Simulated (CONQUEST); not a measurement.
CONQUEST run on Ta (Im-3m, 2 atoms in the cell; from Materials Project mp-50): self-consistent single point.

Method: CONQUEST with LDA (PW92), numerical atomic orbitals double-zeta with polarisation (the shipped basis), PseudoDojo norm-conserving potentials made for LDA.

```
Ta
1.0
    3.30986     0.00000     0.00000
    0.00000     3.30986     0.00000
    0.00000     0.00000     3.30986
Ta
2
Direct
  0.00000   0.00000   0.00000
  0.50000   0.50000   0.50000
```

Reference input (self-consistent single point, DFT, LDA (PW92), numerical atomic orbitals double-zeta with polarisation (the shipped basis), PseudoDojo norm-conserving potentials made for LDA): basis = DZP; Diag.MPMeshX, Y, Z = 6 6 6; potentials = PseudoDojo norm-conserving LDA; Grid.GridCutoff = 140 Ha; DM.SolutionMethod = diagon; Diag.kT = 0.003675 Ha; Diag.GammaCentred = true; minE.SCTolerance = 1.0e-06; SC.MaxIters = 100; SC.LinearMixingFactor = 0.5; SC.KerkerPreCondition = true; SC.KerkerFactor = 0.1 1/bohr. This run's input differs from it in these lines:

```diff
@@ -15,7 +15,7 @@
 Diag.MPMesh                    T
-Diag.MPMeshX                   6
-Diag.MPMeshY                   6
-Diag.MPMeshZ                   6
+Diag.MPMeshX                   4
+Diag.MPMeshY                   4
+Diag.MPMeshZ                   4
 Diag.GammaCentred              T
-Diag.kT                        0.003675
+Diag.kT                        0.011025
```

Output (repeated stretches shortened):

```
    new_SC_potl: Starting.  Tolerance:  0.10000E-05

    PulayMixSC: Starting Pulay mixing, A_up =  0.500 A_dn =  0.500
    PulayMixSC: Spin non-polarised calculation.
    PulayMixSC: with Kerker preconditioning, q0 =  0.100
          Harris-Foulkes Energy            :      -130.315425552534037 Ha
          GroundState Energy (E-(1/2)TS)   :      -130.325133238510773 Ha
          Free Energy (E-TS)               :      -130.334840924487537 Ha
          DFT Total Energy                 :      -130.294855059596813 Ha
          Total number of electrons        :        25.999999999999279
   [... lines left out ...]
          Total number of electrons        :        26.000027614963738
    PulayMixSC: Pulay iteration     5 residual:              0.27727E-05
          Harris-Foulkes Energy            :      -130.301484882699128 Ha
          GroundState Energy (E-(1/2)TS)   :      -130.311557930173194 Ha
          Free Energy (E-TS)               :      -130.321630977647260 Ha
          DFT Total Energy                 :      -130.301484882626823 Ha
          Total number of electrons        :        26.000029215310700
    PulayMixSC: Pulay iteration     6 residual:              0.19436E-06
    PulayMixSC: Reached SCF tolerance of  0.19436E-06 after      6 iterations
      | Number of electrons      =        26.000029
      |* band energy as 2Tr[K.H] =       -32.363243269084123 Ha
      |  screened ion-ion energy =       -89.768105778146193 Ha
      |  Ha correction           =         0.787233006410851 Ha
      |  XC correction           =        -8.957371002301750 Ha
      | GS Energy as E-(1/2)TS   =      -130.311557930173194 Ha
      | Free Energy as E-TS      =      -130.321630977647260 Ha
      |* Harris-Foulkes energy   =      -130.301484882699128 Ha
      |* DFT total energy        =      -130.301484882626823 Ha
      |  estimated accuracy      =        -0.000000000072305 Ha

    force: Forces on atoms (Ha/a0)
    force:  Atom   X              Y              Z
   [... lines left out ...]
    force: Maximum force :        0.00000000(Ha/a0) on atom         2 in z direction
   [... lines left out ...]
    force: Force Residual:        0.00000000 Ha/a0
    force: Total stress:         11.24032059     0.00000000     0.00000000 GPa
                             0.00000000    11.24032059     0.00000000
                             0.00000000     0.00000000    11.24032059
    force: Average pressure:    -11.24032059 GPa

    force: Finished force
    get_E_and_F: Change in energy during last step of electronic optimisation:  0.83544E-07
```

The run converged in 6 iterations. CONQUEST prints the stress tensor with tension positive. Against the reference run the free energy falls by 236 meV/atom and the pressure goes from -11.11 to -11.24 GPa.

The program uses no crystal symmetry, so grid and mesh can part values that symmetry would make equal. The atom-centred basis is finite, which shifts total energies and pressures against plane waves. This run is one point of a test of settings, so its values need not be converged; read them against the reference run alone. The structure comes from a collection of computed structures, made at another level of theory; the collection holds predicted forms beside known ones. No clean gap shows at this smearing width and mesh (spacing up to 0.47 Å⁻¹); the mesh is coarse for partly filled bands, so the values carry mesh errors.

Cost on one core: roughly 25 core-seconds.
